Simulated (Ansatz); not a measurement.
**Slab of fcc Ag (110), 3 layers**

The slab is cut from the fcc crystal, the stable phase, as relaxed on PAW files (16.66 Å³/atom), with 16 Å of vacuum and a dipole correction:

```
CELL_PARAMETERS angstrom
2.86695 0.00000 0.00000
0.00000 4.05448 0.00000
0.00000 0.00000 18.86700
ATOMIC_POSITIONS crystal
Ag 0.00000 0.00000 0.42402
Ag 0.50000 0.50000 0.50000
Ag 0.00000 0.00000 0.57598
```

Computed with Ansatz 0.2.0; functional PBEsol, scalar-relativistic. Settings: a Γ-centred 14×10×1 k mesh, Fermi–Dirac smearing of 0.05 eV, no spin polarisation. Methods: LAPW: all electrons, basis error target 1 meV/atom; PAW: frozen-core files, cutoff 420 eV.

The bulk energy comes from a cell in the slab's orientation on a 14×10×14 mesh. The surface energy is (E(slab) − N·E(bulk))/2A at zero smearing, the mean of both faces; thin slabs carry quantum-size effects.

The PAW files were made under PBE. The cell is 1×1, so reconstructions are forbidden, and in slabs of four or five layers the relaxations can be far larger than at a real surface.

Problem. As cut, the LAPW slab lies 1.761 eV above 3 atoms of bulk. What surface energy is that?

Solution. Over two faces of 11.62 Å² it is 75.7 meV/Å², and times 16.02 J/m² per eV/Å² that gives γ = 1.214 J/m².

| method | γ as cut (J/m²) | γ relaxed (J/m²) | Φ as cut (eV) | Φ relaxed (eV) |
| --- | --- | --- | --- | --- |
| LAPW | 1.214 | 1.201 | 4.38 | 4.38 |

Problem. How do the spacings between the planes relax?

Solution. From the bottom face up: d12 -3.9 % of 1.433 Å, d23 -3.9 % of 1.433 Å.

Problem. What changes if relativity is switched off, at the same positions?

Solution. LAPW then gives: no gap, work function 4.08 eV.

Problem. A 3d core hole is made on one atom of each kind in every 1×1 cell (PAW hole dataset, neutral cell, valence without spin). What does it cost by layer?

Solution. layer 1 367.78 eV, layer 2 367.96 eV. Shifts between layers mean more than the absolute values, and a whole layer of holes screens otherwise than one hole.

Problem. In the relaxed 1×1 cell, replace the outer, then the middle Ag by Cd, which changes a whole layer. What shift does this Z+1 picture give?

Solution. E(outer) − E(middle) = -0.17 eV by LAPW and -0.17 eV by PAW; a positive value puts the surface line at higher binding energy.
